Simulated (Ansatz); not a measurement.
Values for one crystal, relaxed and computed with plane-wave PAW LDA (Ansatz code); other levels are named.

* **Volume per atom**: 19.70 Å³
* **Band gap**: 0.44 eV (indirect)
* **Conduction-band minimum**: on the Γ–X line, 84 % of the way from Γ (6 equivalent valleys)
* **Valence-band maximum**: at Γ
* **Smallest direct gap on the standard path**: 2.53 eV

Problem. Which of these materials gives this?
(A) I, molecular I2 type
(B) C, diamond
(C) Br, molecular I2 type
(D) Si, diamond

Solution. D, Si, diamond

Space group Fd-3m (diamond). Symmetry was held in the LDA relaxation.

Potentials: the earlier of the program's two PAW sets. The files were generated under PBE; for other functionals the program regenerates the frozen cores, and for LDA and PBEsol the local potential too.
